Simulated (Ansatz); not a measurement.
RbCl:
```
CELL_PARAMETERS angstrom
      0.00000     3.27158     3.27158
      3.27158     0.00000     3.27158
      3.27158     3.27158     0.00000
ATOMIC_POSITIONS crystal
  Rb 0.00000 0.00000 0.00000
  Cl 0.50000 0.50000 0.50000
```

Tensor components refer to the Cartesian frame of this cell.

Give the high-frequency dielectric tensor and the Born effective charge tensors of the independent atoms from DFPT, DFT-PBEsol in the program Ansatz with PAW potentials.


ε∞:
```
2.39  0.00  0.00
0.00  2.39  0.00
0.00  0.00  2.39
```
Z* of atom 1 (Rb), rows: field, columns: displacement, in e:
```
1.17  0.00  0.00
0.00  1.17  0.00
0.00  0.00  1.17
```
Z* of atom 2 (Cl), rows: field, columns: displacement, in e:
```
-1.17   0.00   0.00
 0.00  -1.17   0.00
 0.00   0.00  -1.17
```

Static charges for comparison (Bader): Rb1 +0.83, Cl2 -0.83 e. Born charges measure polarisation by displacement and can exceed these by far.

Space group Fm-3m (rock salt). Symmetry was held in the PBEsol relaxation. Scalar-relativistic: spin–orbit coupling is off unless named, which matters more the heavier the elements.

Potentials: the later of the program's two PAW sets.
